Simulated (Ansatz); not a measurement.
MgCu3Te2Br2O6 — electric field gradients

The cell is a computed structure from the Materials Project (it need not be an observed phase), taken as it stands.

Space group C2 (No. 5); a = 10.0797, b = 6.6600, c = 8.7103 Å, β = 110.99°.

| site | Wyckoff | site symmetry | x | y | z |
| --- | --- | --- | --- | --- | --- |
| Mg | 2b | 2 | 0.5000 | 0.7277 | 0.5000 |
| Cu2 | 4c | 1 | 0.1519 | 0.9838 | 0.3487 |
| Cu3 | 2b | 2 | 0.5000 | 0.1788 | 0.5000 |
| Te | 4c | 1 | 0.3352 | 0.9960 | 0.7532 |
| Br | 4c | 1 | 0.2449 | 0.9248 | 0.1369 |
| O9 | 4c | 1 | 0.8509 | 0.0043 | 0.4116 |
| O10 | 4c | 1 | 0.4003 | 0.7783 | 0.6568 |
| O11 | 4c | 1 | 0.5794 | 0.1980 | 0.3384 |

One atom of each set is listed; the run and its k-mesh use a cell of 14 atoms with edges of 6.04, 6.04, 8.71 Å.

The numbers come from a DFT calculation in Ansatz (PBE, plane waves and PAW, scalar-relativistic, 420 eV cutoff, Γ-centred 6×6×4 k-points, Fermi–Dirac smearing 0.05 eV).

Conventions: |V_zz| ≥ |V_yy| ≥ |V_xx|, η = (V_xx − V_yy)/V_zz, C_Q = eQV_zz/h.

²⁵Mg: I = 5/2, Q = 199.4 mb; ⁶³Cu: I = 3/2, Q = -220.0 mb; 81Br: I = 3/2, Q = 257.9 mb; ¹⁷O: I = 5/2, Q = -25.58 mb. Quadrupole moments are those of Pyykkö's year-2017 table.

```
site  atoms                                                               first shell  V_xx, V_yy, V_zz (10²¹ V/m²)     η  C_Q (MHz)
  Mg      1                                                        4 O at 1.99–2.06 Å             1.05, 1.66, -2.71  0.23      -13.1
 Cu2      2               3 O at 2.03–2.10 Å, 1 Br at 2.38 Å; also 2 O at 3.24–3.27 Å             0.30, 0.89, -1.19  0.49       6.33
 Cu3      1                             2 O at 1.86 Å, angle 172°; also 2 O at 2.59 Å            -1.05, -4.23, 5.29  0.60      -28.1
  Te      2                                                        3 O at 1.91–1.92 Å            16.96, 24.1, -41.1  0.17          –
  Br      2                                       1 Cu at 2.38 Å; also 1 Te at 3.21 Å          -5.38, -14.60, 19.99  0.46        125
  O9      2  1 Te at 1.91 Å, 1 Mg at 2.06 Å, 1 Cu at 2.10 Å; also 2 Cu at 2.59–3.27 Å           -3.79, -6.84, 10.63  0.29      -6.58
 O10      2  1 Te at 1.91 Å, 1 Mg at 1.99 Å, 1 Cu at 2.03 Å; also 2 Cu at 3.24–3.31 Å           -1.76, -8.56, 10.31  0.66      -6.38
 O11      2                                       2 Cu at 1.86–2.03 Å, 1 Te at 1.92 Å           -0.77, -9.82, 10.59  0.85      -6.55
```

At O9 and O10 V_zz points along its shortest bond, to Te (within 11°) in each case. At Te V_zz stands upright on the plane through its three neighbours (within 5°). At Br V_zz points along its bond to Cu (within 3°).

Te has no stable isotope with a ground-state quadrupole moment in the table, so no C_Q is given.

The run finds no gap above 0.1 eV (a metal, or nearly one), so the gradients can move by 10 % or more with the k-mesh. Without spin–orbit coupling the gradients at and beside Te can be off by some per cent, at some sites by more. Semilocal functionals can leave a metal where correlation in the d or f shell opens a gap in the real compound, and that would change the values at and beside Cu.

Hardware: 1 thread of Arm Neoverse V2 (aarch64; 8 cores open to the job, memory cap 3.0 GiB, no GPU), a shared host with a load of 0.3 a core. Wall time 3.3 min, CPU time 3.3 min, peak memory 1.1 GiB.
